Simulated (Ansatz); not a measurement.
Total density of states per atom from the program Ansatz at the PBEsol level (PAW), in 0.25 eV bins, energy from the Fermi level:

```
E (eV) | states/eV/atom
    -7.85 | #### 0.28
    -7.60 | ##### 0.36
    -7.35 | # 0.07
    -7.10 |  0.00
    -6.85 |  0.00
    -6.60 |  0.00
    -6.35 |  0.00
    -6.10 |  0.00
    -5.85 | # 0.07
    -5.60 | ### 0.20
    -5.35 | ##### 0.36
    -5.10 | ###### 0.43
    -4.85 | ####### 0.48
    -4.60 | ####### 0.52
    -4.35 | ####### 0.47
    -4.10 | ####### 0.51
    -3.85 | ####### 0.47
    -3.60 | ####### 0.47
    -3.35 | ###### 0.41
    -3.10 | ####### 0.49
    -2.85 | ######### 0.65
    -2.60 | ############ 0.80
    -2.35 | ################# 1.18
    -2.10 | ################ 1.10
    -1.85 | ############### 1.01
    -1.60 | ############### 1.03
    -1.35 | ################# 1.21
    -1.10 | ############################ 1.98
    -0.85 | ##################### 1.47
    -0.60 | ############ 0.86
    -0.35 | ############################## 2.08
    -0.10 | ###### 0.41
     0.15 | ####### 0.51
     0.40 | ######## 0.59
     0.65 | #### 0.26
     0.90 | ### 0.22
     1.15 | ###### 0.39
     1.40 | ########### 0.74
     1.65 | ########### 0.78
     1.90 | ######### 0.63
     2.15 | ######### 0.65
     2.40 | ######### 0.59
     2.65 | ######## 0.55
     2.90 | ####### 0.49
     3.15 | ######## 0.52
     3.40 | ####### 0.51
     3.65 | ########## 0.70
     3.90 | ########## 0.70
     4.15 | ######## 0.58
     4.40 | ###### 0.39
     4.65 | #### 0.27
```

Problem. Which of these materials gives this?
(A) Ag2S, Cmcm (Ag on 4c, Ag on 4b, S on 4c)
(B) FeBiO3, cubic perovskite
(C) FeSb2, Pnnm (Fe on 2a, Sb on 4g)
(D) AlGaSb2, R3m (Al on 3a, Ga on 3a, Sb on 3a, Sb on 3a)

Solution. C, FeSb2, Pnnm (Fe on 2a, Sb on 4g). Within 0.5 eV of the Fermi level: Fe 3d 75 %, Sb 5p 21 %. Projections are on Löwdin-orthogonalised atomic valence shells; empty p or d shells of many metals are not among them.

The workflow started from a Materials Project entry (that database holds measured and hypothetical structures alike); the Crystallography Open Database files this formula in space group No. 58, but the cells were not matched. Its standing as an ambient phase is unchecked. The cell was relaxed with PBEsol under the symmetry of its start; of distortions, only those at the zone centre were tested. The workflow began spin-polarised and lost its moments. Spin–orbit coupling is left out wherever it is not named.

Potentials: the later of the program's two PAW sets.
